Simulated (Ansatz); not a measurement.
# Property card for NdCdC

These are results of DFT PBE, scalar-relativistic, plane waves, PAW, and for the lanthanide a 4f-in-core norm-conserving potential, in Ansatz, not measurements.

Cutoff 660 eV; k points 12×12×12 on the computed 3-atom cell (Γ-centred); Gaussian smearing, width 0.10 eV; no spin polarisation.

The structure is relaxed at this level of theory with its symmetry kept, and needn't be the ground state of this composition.

```
Nd Cd C
1.0
     3.72053    0.00000    0.00000
     0.00000    3.72040    0.00000
     0.00000    0.00000    4.41654
Nd Cd C
1 1 1
Direct
  0.00000 0.00000 0.00000
  0.50000 0.50000 0.50000
  0.50000 0.50000 0.00000
```

| Quantity | Value |
| --- | --- |
| Space group | P4/mmm (No. 123) |
| Volume per atom | 20.38 Å³ |
| Kohn–Sham band gap | none (metal) |
| Density of states at the Fermi level | 1.7 states/eV per cell |

Spin-orbit coupling is left out, which matters for the bands of heavy elements.

The cell was found from a structure generator's guess, not taken from experiment.

The lanthanide is trivalent by construction, without f bands, f moments or other valences.
